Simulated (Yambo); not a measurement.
RbCaH3 (cubic perovskite, space group Pm-3m, No. 221), G0W0@LDA (Yambo, plasmon pole, terminator in G, 4×4×4 mesh): gap M → M in eV by bands and screening block.

```tsv
bands (W and G)	2 Ry	3 Ry	5 Ry	6 Ry	8 Ry
33	5.48	5.51	5.55	5.56	5.57
56	5.39	?	5.54	5.56	5.58
86	?	5.45	5.55	5.58	5.61
123	5.35	5.44	5.56	5.59	5.63
162	5.35	?	5.55	5.59	5.64
```

**Question.** Estimate the withheld gaps from their neighbours; the computed values follow.

**Answer.** 
- 56, 3 Ry: 5.47
- 86, 2 Ry: 5.36
- 162, 3 Ry: 5.43

The largest settings aren't shown to be the converged limit.

Geometry of the Materials Project entry, not relaxed at this level; primitive cell a = b = c = 4.5210 Å, α = β = γ = 90.00°.
